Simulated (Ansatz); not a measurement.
Tl₃GaF₆:
Space group Fm-3m (No. 225); a = 8.9468 Å, b = 8.9468 Å, c = 8.9468 Å, α = 90.00°, β = 90.00°, γ = 90.00°

| atom | site | symmetry | x | y | z |
|---|---|---|---|---|---|
| Tl | 8c | -43m | 0.2500 | 0.2500 | 0.2500 |
| Tl | 4b | m-3m | 0.5000 | 0.5000 | 0.5000 |
| Ga | 4a | m-3m | 0.0000 | 0.0000 | 0.0000 |
| F | 24e | 4m.m | 0.0000 | 0.0000 | 0.2111 |
(The calculation used a cell of 10 atoms; values per cell refer to that cell.)

Relaxed with r²SCAN+D4. Independent-particle spectrum: no excitons, no local fields, no scissors shift; 0.1 eV broadening; ε₁ of the summed bands alone.

Tabulate the dielectric function from plane-wave PAW r²SCAN+D4 (Ansatz code).



```tsv
E (eV)	ε₁ xx	ε₂ xx
0.0	3.24	0.00
0.3	3.24	0.00
0.6	3.25	0.00
0.9	3.28	0.00
1.2	3.31	0.00
1.5	3.35	0.00
1.8	3.40	0.00
2.1	3.47	0.00
2.4	3.56	0.00
2.7	3.68	0.00
3.0	3.85	0.00
3.3	4.13	0.00
3.6	4.73	0.46
3.9	4.26	0.92
4.2	4.41	0.90
4.5	4.56	1.12
4.8	4.72	1.31
5.1	5.18	2.10
5.4	4.47	3.17
5.7	3.57	2.57
6.0	4.18	2.52
6.3	4.81	3.33
6.6	3.93	5.14
6.9	1.01	4.13
7.2	2.05	2.72
7.5	3.14	3.15
7.8	2.95	5.44
8.1	0.11	4.54
8.4	-0.86	3.55
8.7	0.09	3.15
9.0	-0.88	2.40
9.3	0.17	1.62
9.6	-0.34	1.61
9.9	0.23	0.96
10.2	0.81	1.05
10.5	0.57	1.61
10.8	0.52	1.25
11.1	0.59	1.45
11.4	-0.01	1.05
11.7	0.53	0.40
12.0	0.93	0.85
```

From ε at 4.5 eV (xx: 4.56 + 1.12i), find n, k, the normal reflectivity and the absorption coefficient.

n = 2.15, k = 0.260, R = 14 %, α = 2kE/ħc = 120000 cm⁻¹.

With all bands, ε∞ without local fields is 3.47.

The workflow started from a Materials Project entry (that database holds measured and hypothetical structures alike); the Crystallography Open Database copy checked does not list it. Its standing as an ambient phase is unchecked. Symmetry was held in the r²SCAN+D4 relaxation; its stability against distortions is not shown here. Spin–orbit coupling is left out wherever it is not named.

Potentials: the later of the program's two PAW sets.
